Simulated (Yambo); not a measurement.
G0W0@PBEsol for K₂LiAlF₆ (space group Fm-3m, No. 225) in Yambo. Reference settings: 2×2×2 Γ-centred k mesh, bands 2 to 191 and a 7 Ry block in the screening, 191 bands in G with the Bruneval-Gonze terminator, plasmon pole fitted at 27.2 eV. The PBEsol gap Γ → Γ on this mesh is 7.32 eV; G0W0 gaps are taken between the same points.

```json
[
 {"change from the reference": "reference settings", "G0W0 gap Γ → Γ (eV)": "11.53", "shift of the valence edge (eV)": "-2.68"},
 {"change from the reference": "6 Ry block", "G0W0 gap Γ → Γ (eV)": "11.53", "shift of the valence edge (eV)": "-2.71"},
 {"change from the reference": "no terminator", "G0W0 gap Γ → Γ (eV)": "11.42", "shift of the valence edge (eV)": "-2.45"},
 {"change from the reference": "pole fitted at 55 eV", "G0W0 gap Γ → Γ (eV)": "11.57", "shift of the valence edge (eV)": "-2.74"},
 {"change from the reference": "80 bands in G, no terminator", "G0W0 gap Γ → Γ (eV)": "11.37", "shift of the valence edge (eV)": "-2.10"},
 {"change from the reference": "80 bands in W, 80 bands in G", "G0W0 gap Γ → Γ (eV)": "11.92", "shift of the valence edge (eV)": "-2.62"},
 {"change from the reference": "126 bands in W, 126 bands in G", "G0W0 gap Γ → Γ (eV)": "___", "shift of the valence edge (eV)": "-2.63"},
 {"change from the reference": "3 Ry block", "G0W0 gap Γ → Γ (eV)": "___", "shift of the valence edge (eV)": "-3.14"}
]
```

### Question
Estimate the withheld gaps from the other rows; the computed values follow.

### Answer

- 126 bands in W, 126 bands in G, G0W0 gap Γ → Γ (eV): 11.63
- 3 Ry block, G0W0 gap Γ → Γ (eV): 11.86

The reference isn't shown to be the converged limit.

Geometry of the Materials Project entry, not relaxed at this level; primitive cell a = b = c = 5.642 Å, α = β = γ = 60.00°.

A shift is the quasiparticle energy of the state minus its PBEsol energy.
